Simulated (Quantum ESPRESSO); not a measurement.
pw.x input (Quantum ESPRESSO 7.5; LDA, PseudoDojo standard norm-conserving files, scalar-relativistic):

```
&CONTROL
  calculation = 'scf'
  pseudo_dir = './pseudo'
  outdir = './out'
  tprnfor = .true.
  tstress = .true.
/
&SYSTEM
  ibrav = 0
  nat = 10
  ntyp = 4
  ecutwfc = 88.0
  ecutrho = 352.0
  occupations = 'smearing'
  smearing = 'fd'
  degauss = 0.002
  nbnd = 48
/
&ELECTRONS
  conv_thr = 1e-09
/
ATOMIC_SPECIES
F 18.9984 F.upf
Na 22.9898 Na.upf
Sc 44.9559 Sc.upf
Rb 85.4678 Rb.upf
CELL_PARAMETERS angstrom
  0.000000000000   4.374530000000   4.374530000000
  4.374530000000   0.000000000000   4.374530000000
  4.374530000000   4.374530000000   0.000000000000
ATOMIC_POSITIONS crystal
F   0.766770000000   0.233230000000   0.233230000000
F   0.233230000000   0.766770000000   0.766770000000
F   0.233230000000   0.766770000000   0.233230000000
F   0.766770000000   0.233230000000   0.766770000000
F   0.233230000000   0.233230000000   0.766770000000
F   0.766770000000   0.766770000000   0.233230000000
Na   0.500000000000   0.500000000000   0.500000000000
Sc   0.000000000000   0.000000000000   0.000000000000
Rb   0.750000000000   0.750000000000   0.750000000000
Rb   0.250000000000   0.250000000000   0.250000000000
K_POINTS automatic
6 6 6 0 0 0
```

End of the output:

```
     total energy              =    -592.73631190 Ry
     estimated scf accuracy    <       0.00000027 Ry
     total energy              =    -592.73631195 Ry
     estimated scf accuracy    <          6.2E-09 Ry
     total energy              =    -592.73631195 Ry
     estimated scf accuracy    <          1.8E-09 Ry
[...]
     the Fermi energy is     4.8684 ev
!    total energy              =    -592.73631195 Ry
     estimated scf accuracy    <          1.1E-11 Ry
     smearing contrib. (-TS)   =       0.00000000 Ry
     internal energy E=F+TS    =    -592.73631195 Ry
     The total energy is F=E-TS. E is the sum of the following terms:
     one-electron contribution =    -294.50104802 Ry
     hartree contribution      =     183.31077429 Ry
     xc contribution           =    -122.47264834 Ry
     ewald contribution        =    -359.07338988 Ry
     convergence has been achieved in  10 iterations
     Forces acting on atoms (cartesian axes, Ry/au):
     atom    1 type  1   force =    -0.01598366   -0.00000000    0.00000000
     atom    2 type  1   force =     0.01598366    0.00000000    0.00000000
     atom    3 type  1   force =     0.00000000   -0.01598366   -0.00000000
     atom    4 type  1   force =     0.00000000    0.01598366    0.00000000
     atom    5 type  1   force =     0.00000000    0.00000000   -0.01598366
     atom    6 type  1   force =     0.00000000    0.00000000    0.01598366
     atom    7 type  2   force =     0.00000000    0.00000000    0.00000000
     atom    8 type  3   force =    -0.00000000   -0.00000000    0.00000000
     atom    9 type  4   force =     0.00000000    0.00000000    0.00000000
     atom   10 type  4   force =    -0.00000000    0.00000000   -0.00000000
     Total force =     0.039152     Total SCF correction =     0.000008
     Computing stress (Cartesian axis) and pressure
          total   stress  (Ry/bohr**3)                   (kbar)     P=      -61.99
  -0.00042137   0.00000000   0.00000000          -61.99        0.00        0.00
   0.00000000  -0.00042137   0.00000000            0.00      -61.99        0.00
   0.00000000   0.00000000  -0.00042137            0.00        0.00      -61.99
```
In a gapped system the printed Fermi energy is only some level inside the gap.

Geometry of the Materials Project entry, not relaxed at this level.
